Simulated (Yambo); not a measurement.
PbSe (rock salt, space group Fm-3m, No. 225): the exchange self-energy on PBEsol orbitals (Yambo, 4×4×4 mesh) holds the Coulomb divergence, which is integrated with random points (RandQpts).

```csv
random points,exchange-only gap L → L (eV),shift of the valence edge (eV),gap against the reference (meV)
"1,000",4.90,-1.97,45
"10,000",4.78,-1.74,-75
"100,000",4.87,-1.94,14
"1,000,000",4.87,-1.93,14
"5,000,000",4.86,-1.90,reference
```

From 100,000 points on, the gap stays within 20 meV of the run with most points. The error is statistical; each row is a single draw, so the rows fix no rate of convergence.

Spin-orbit coupling is not included.

Geometry of the Materials Project entry, not relaxed at this level; primitive cell a = b = c = 4.371 Å, α = β = γ = 60.00°.

A shift is the quasiparticle energy of the state minus its PBEsol energy.
